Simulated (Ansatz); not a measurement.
A geometry of Rh away from equilibrium: step 2 of the relaxation of a relaxed Rh cell displaced along its unstable phonon at q = (0, 0, ½) of its primitive reciprocal cell (62i cm⁻¹), largest move 0.15 Å. Method: PBEsol (plane waves to 420 eV, PAW, scalar-relativistic; Ansatz, a program for electronic structure). Γ-centred k-mesh 14×14×7 on the run's cell (coarser than for final values), Fermi–Dirac smearing 0.05 eV.

```xyz
2
Lattice="2.5993 0.0000 0.0000 -1.2996 2.2614 0.0000 0.0000 0.0000 4.9438" Properties=species:S:1:pos:R:3 pbc="T T T"
Rh     0.0000    -0.2181     0.0000
Rh     0.0000     0.2181     2.4719
```

**Question.** What forces act on the atoms (eV/Å)?

**Answer.** 
| atom | Fx | Fy | Fz |
|---|---|---|---|
| Rh1 | 0.00 | -0.57 | 0.00 |
| Rh2 | 0.00 | 0.57 | 0.00 |

**Question.** What is the pressure?

**Answer.** +0.7 GPa, compression positive.

No spin polarisation in the result.

The run could not lose the symmetry of its start, so the end can be a saddle point.

The end of the path is a generated cell of Rh: the first start was made by placing the elements on the sites of a structure type, and the end was not matched to a known phase here, so it may be hypothetical. Known forms of Rh include space group No. 225.
